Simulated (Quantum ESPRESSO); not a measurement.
# B3SiP3C: one run as intended and one with a planted mistake

Computed values, not a measurement. The program is pw.x of Quantum ESPRESSO 7.5 (plane-wave density functional theory). The cell is made up: 8 atoms on a zincblende/diamond lattice, with randomly drawn elements, strain and displacements, not relaxed. PseudoDojo standard norm-conserving files (v0.5 for PBE, v0.4.1 for LDA and PBEsol) set the functional; there is no spin polarisation, spin-orbit coupling or dispersion term, and the masses in the input are unused placeholders.

Intended input:

```
&control calculation='scf', pseudo_dir='./dojo.nc.sr.pbe.v0_5.standard.upf', outdir='./o', disk_io='medium', tprnfor=.true., tstress=.true. /
&system ibrav=0, nat=8, ntyp=4, nbnd=22, ecutwfc=82.02448710, nosym=.true., tot_charge=0,
 occupations='smearing', smearing='fd', degauss=0.0018374661
/
&electrons conv_thr=7.350e-09, electron_maxstep=60, /
ATOMIC_SPECIES
B 1.0 B.upf
C 1.0 C.upf
P 1.0 P.upf
Si 1.0 Si.upf
CELL_PARAMETERS angstrom
4.4652 -0.0546 -0.0504
-0.0546 4.6457 -0.0315
-0.0504 -0.0315 4.5048
ATOMIC_POSITIONS angstrom
B 0.0377 0.0073 0.0184
B -0.0933 2.3816 2.2021
Si 2.0624 -0.1281 2.283
B 2.2274 2.3356 -0.0215
P 1.065 1.1661 1.1606
C 1.0175 3.4275 3.3767
P 3.2911 1.2945 3.432
P 3.1968 3.4448 0.9881
K_POINTS automatic
4 4 4 1 1 1
```

The log is shortened where brackets say so; the opening notice, blank lines, dates and the lines on written files are dropped, and the path of the files is cut. It prints rydbergs, bohrs and kilobars, and counts compression as positive stress. Where no state is partly filled, the Fermi energy that it prints is only some level between the filled and the empty states on the mesh, and need not lie in the true gap.

Log of the intended run:

```
     Program PWSCF v.7.5
     Parallel version (MPI & OpenMP), running on       1 processor cores
     Number of MPI processes:                 1
     Threads/MPI process:                     1
     [start-up lines left out]
     bravais-lattice index     =            0
     lattice parameter (alat)  =       8.4392  a.u.
     unit-cell volume          =     630.4135 (a.u.)^3
     number of atoms/cell      =            8
     number of atomic types    =            4
     number of electrons       =        32.00
     number of Kohn-Sham states=           22
     kinetic-energy cutoff     =      82.0245  Ry
     charge density cutoff     =     328.0979  Ry
     scf convergence threshold =      7.3E-09
     mixing beta               =       0.7000
     number of iterations used =            8  plain     mixing
     Exchange-correlation= PBE
                           (   1   4   3   4   0   0   0)
     [axes and pseudopotential details left out]
   Cartesian axes
     site n.     atom                  positions (alat units)
         1        B      tau(   1) = (   0.0084419   0.0016346   0.0041202  )
         2        B      tau(   2) = (  -0.0208920   0.5332953   0.4931011  )
         3        Si     tau(   3) = (   0.4618191  -0.0286846   0.5112165  )
         4        B      tau(   4) = (   0.4987664   0.5229949  -0.0048143  )
         5        P      tau(   5) = (   0.2384781   0.2611168   0.2598852  )
         6        C      tau(   6) = (   0.2278418   0.7674965   0.7561212  )
         7        P      tau(   7) = (   0.7369534   0.2898685   0.7685042  )
         8        P      tau(   8) = (   0.7158375   0.7713704   0.2212584  )
     number of k points=    32  Fermi-Dirac smearing, width (Ry)=  0.0018
                       cart. coord. in units 2pi/alat
        k(    1) = (   0.1279400   0.1225194   0.1262064), wk =   0.0625000
        k(    2) = (   0.1307588   0.1242333   0.3740866), wk =   0.0625000
     [further k points left out]
     Dense  grid:    63247 G-vectors     FFT dimensions: (  50,  54,  50)
     Estimated max dynamical RAM per process >      73.12 MB
     Initial potential from superposition of free atoms
     starting charge      31.9982, renormalised to      32.0000
     Starting wfcs are   32 randomized atomic wfcs
     total cpu time spent up to now is        5.9 secs
     per-process dynamical memory:    57.2 Mb
     Self-consistent Calculation
     iteration #  1     ecut=    82.02 Ry     beta= 0.70
     Davidson diagonalization with overlap
     ethr =  1.00E-02,  avg # of iterations =  4.8
     total cpu time spent up to now is       14.4 secs
     total energy              =     -79.45711293 Ry
     estimated scf accuracy    <       0.53317000 Ry
     iteration #  2     ecut=    82.02 Ry     beta= 0.70
     Davidson diagonalization with overlap
     ethr =  1.67E-03,  avg # of iterations =  4.2
     total cpu time spent up to now is       24.1 secs
     total energy              =     -79.50694558 Ry
     estimated scf accuracy    <       0.36436251 Ry
     [iterations 3 to 9 left out]
     iteration # 10     ecut=    82.02 Ry     beta= 0.70
     Davidson diagonalization with overlap
     ethr =  8.06E-11,  avg # of iterations =  5.3
     total cpu time spent up to now is       93.5 secs
     total energy              =     -79.60705271 Ry
     estimated scf accuracy    <       0.00000009 Ry
     iteration # 11     ecut=    82.02 Ry     beta= 0.70
     Davidson diagonalization with overlap
     ethr =  8.06E-11,  avg # of iterations =  3.0
     total cpu time spent up to now is       99.9 secs
     End of self-consistent calculation
     [lines on levels left out]
     the Fermi energy is     9.5609 ev
!    total energy              =     -79.60705272 Ry
     estimated scf accuracy    <          3.2E-09 Ry
     smearing contrib. (-TS)   =      -0.00000000 Ry
     internal energy E=F+TS    =     -79.60705272 Ry
     The total energy is F=E-TS. E is the sum of the following terms:
     one-electron contribution =      24.41671118 Ry
     hartree contribution      =       6.04867794 Ry
     xc contribution           =     -27.29666139 Ry
     ewald contribution        =     -82.77578045 Ry
     convergence has been achieved in  11 iterations
     Forces acting on atoms (cartesian axes, Ry/au):
     atom    1 type  1   force =     0.00394194   -0.03492691   -0.07089387
     atom    2 type  1   force =     0.04567882    0.04663096    0.08080993
     atom    3 type  4   force =     0.00361492   -0.05572267    0.20882726
     atom    4 type  1   force =    -0.16016650    0.01662523   -0.06505356
     atom    5 type  3   force =    -0.10796559    0.14284530   -0.13100111
     atom    6 type  2   force =    -0.05832129   -0.02898620    0.03169824
     atom    7 type  3   force =     0.08501332   -0.07645193   -0.03657647
     atom    8 type  3   force =     0.18820436   -0.01001378   -0.01781041
     Total force =     0.445711     Total SCF correction =     0.000062
     Computing stress (Cartesian axis) and pressure
          total   stress  (Ry/bohr**3)                   (kbar)     P=       87.09
   0.00069153  -0.00008183   0.00026691          101.73      -12.04       39.26
  -0.00008183   0.00033943   0.00030261          -12.04       49.93       44.52
   0.00026691   0.00030261   0.00074511           39.26       44.52      109.61
     init_run     :      4.21s CPU      5.85s WALL (       1 calls)
     electrons    :     86.87s CPU     93.94s WALL (       1 calls)
     forces       :      1.20s CPU      1.23s WALL (       1 calls)
     stress       :      4.42s CPU      4.45s WALL (       1 calls)
     [timing details left out]
     PWSCF        :   1m36.81s CPU   1m45.63s WALL
     JOB DONE.
```

A second run has one planted mistake: the plane-wave cutoff is too low. The input lines that differ, file-writing options aside:

```
- &system ibrav=0, nat=8, ntyp=4, nbnd=22, ecutwfc=82.02448710, nosym=.true., tot_charge=0,
+ &system ibrav=0, nat=8, ntyp=4, nbnd=22, ecutwfc=48.72960120, nosym=.true., tot_charge=0,
```

Its log:

```
     Program PWSCF v.7.5
     Parallel version (MPI & OpenMP), running on       1 processor cores
     Number of MPI processes:                 1
     Threads/MPI process:                     1
     [start-up lines left out]
     bravais-lattice index     =            0
     lattice parameter (alat)  =       8.4392  a.u.
     unit-cell volume          =     630.4135 (a.u.)^3
     number of atoms/cell      =            8
     number of atomic types    =            4
     number of electrons       =        32.00
     number of Kohn-Sham states=           22
     kinetic-energy cutoff     =      48.7296  Ry
     charge density cutoff     =     194.9184  Ry
     scf convergence threshold =      7.3E-09
     mixing beta               =       0.7000
     number of iterations used =            8  plain     mixing
     Exchange-correlation= PBE
                           (   1   4   3   4   0   0   0)
     [axes and pseudopotential details left out]
   Cartesian axes
     site n.     atom                  positions (alat units)
         1        B      tau(   1) = (   0.0084419   0.0016346   0.0041202  )
         2        B      tau(   2) = (  -0.0208920   0.5332953   0.4931011  )
         3        Si     tau(   3) = (   0.4618191  -0.0286846   0.5112165  )
         4        B      tau(   4) = (   0.4987664   0.5229949  -0.0048143  )
         5        P      tau(   5) = (   0.2384781   0.2611168   0.2598852  )
         6        C      tau(   6) = (   0.2278418   0.7674965   0.7561212  )
         7        P      tau(   7) = (   0.7369534   0.2898685   0.7685042  )
         8        P      tau(   8) = (   0.7158375   0.7713704   0.2212584  )
     number of k points=    32  Fermi-Dirac smearing, width (Ry)=  0.0018
                       cart. coord. in units 2pi/alat
        k(    1) = (   0.1279400   0.1225194   0.1262064), wk =   0.0625000
        k(    2) = (   0.1307588   0.1242333   0.3740866), wk =   0.0625000
     [further k points left out]
     Dense  grid:    28989 G-vectors     FFT dimensions: (  40,  40,  40)
     Estimated max dynamical RAM per process >      35.54 MB
     Initial potential from superposition of free atoms
     starting charge      31.9982, renormalised to      32.0000
     Starting wfcs are   32 randomized atomic wfcs
     total cpu time spent up to now is        3.5 secs
     per-process dynamical memory:    31.1 Mb
     Self-consistent Calculation
     iteration #  1     ecut=    48.73 Ry     beta= 0.70
     Davidson diagonalization with overlap
     ethr =  1.00E-02,  avg # of iterations =  4.8
     total cpu time spent up to now is        7.6 secs
     total energy              =     -79.44342174 Ry
     estimated scf accuracy    <       0.51682208 Ry
     iteration #  2     ecut=    48.73 Ry     beta= 0.70
     Davidson diagonalization with overlap
     ethr =  1.62E-03,  avg # of iterations =  4.0
     total cpu time spent up to now is       11.4 secs
     total energy              =     -79.49220826 Ry
     estimated scf accuracy    <       0.32963313 Ry
     [iterations 3 to 9 left out]
     iteration # 10     ecut=    48.73 Ry     beta= 0.70
     Davidson diagonalization with overlap
     ethr =  8.10E-11,  avg # of iterations =  5.2
     total cpu time spent up to now is       40.4 secs
     total energy              =     -79.58435597 Ry
     estimated scf accuracy    <       0.00000008 Ry
     iteration # 11     ecut=    48.73 Ry     beta= 0.70
     Davidson diagonalization with overlap
     ethr =  8.10E-11,  avg # of iterations =  2.9
     total cpu time spent up to now is       44.2 secs
     End of self-consistent calculation
     [lines on levels left out]
     the Fermi energy is     9.5714 ev
!    total energy              =     -79.58435597 Ry
     estimated scf accuracy    <          1.9E-09 Ry
     smearing contrib. (-TS)   =      -0.00000000 Ry
     internal energy E=F+TS    =     -79.58435597 Ry
     The total energy is F=E-TS. E is the sum of the following terms:
     one-electron contribution =      24.44445099 Ry
     hartree contribution      =       6.03547119 Ry
     xc contribution           =     -27.28849770 Ry
     ewald contribution        =     -82.77578046 Ry
     convergence has been achieved in  11 iterations
     Forces acting on atoms (cartesian axes, Ry/au):
     atom    1 type  1   force =     0.00408850   -0.03512061   -0.07107038
     atom    2 type  1   force =     0.04549294    0.04650271    0.08054117
     atom    3 type  4   force =     0.00413932   -0.05515343    0.20824397
     atom    4 type  1   force =    -0.16051417    0.01668768   -0.06525268
     atom    5 type  3   force =    -0.10769369    0.14267004   -0.13074963
     atom    6 type  2   force =    -0.05848546   -0.02921448    0.03251955
     atom    7 type  3   force =     0.08490583   -0.07671912   -0.03674871
     atom    8 type  3   force =     0.18806673   -0.00965280   -0.01748329
     Total force =     0.445353     Total SCF correction =     0.000049
     Computing stress (Cartesian axis) and pressure
          total   stress  (Ry/bohr**3)                   (kbar)     P=       67.50
   0.00055740  -0.00008286   0.00026746           82.00      -12.19       39.35
  -0.00008286   0.00020670   0.00030260          -12.19       30.41       44.51
   0.00026746   0.00030260   0.00061242           39.35       44.51       90.09
     init_run     :      2.18s CPU      3.38s WALL (       1 calls)
     electrons    :     38.55s CPU     40.69s WALL (       1 calls)
     forces       :      0.77s CPU      0.78s WALL (       1 calls)
     stress       :      2.74s CPU      2.75s WALL (       1 calls)
     [timing details left out]
     PWSCF        :     44.35s CPU     47.75s WALL
     JOB DONE.
```

|  | intended run | run with the mistake |
| --- | --- | --- |
| free energy (eV) | -1083.109 | -1082.800 |
| smearing term -TS (eV) | 0.0000 | 0.0000 |
| pressure (GPa) | 8.71 | 6.75 |
| largest force component (eV/Å) | 5.369 | 5.354 |
| largest change of a force component (eV/Å) |  | 0.021 |
| iterations | 11 | 11 |

For scale, a rerun of the intended cell at 1347 eV and a 6 x 6 x 6 mesh moved values by no more than 0.006 eV in energy, 0.02 GPa in stress and 0.004 eV/Å in force.